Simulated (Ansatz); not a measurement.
An elastic tensor (GPa, Voigt order, standard axes) from LDA in the plane-wave PAW code Ansatz:

```
 137   4.8   4.8   0.0   0.0   0.0
 4.8   137   4.8   0.0   0.0   0.0
 4.8   4.8   137   0.0   0.0   0.0
 0.0   0.0   0.0  15.8   0.0   0.0
 0.0   0.0   0.0   0.0  15.8   0.0
 0.0   0.0   0.0   0.0   0.0  15.8
```

Task: Pick the material that matches.
A) TePb, rock salt
B) MgS, rock salt
C) CdO, rock salt
D) ZrN, rock salt

Result: A, TePb, rock salt

Space group Fm-3m (rock salt). The cell was relaxed with LDA under the symmetry of its start; of distortions, only those at the zone centre were tested. Scalar-relativistic: spin–orbit coupling is off unless named, which matters more the heavier the elements.

Potentials: the later of the program's two PAW sets.
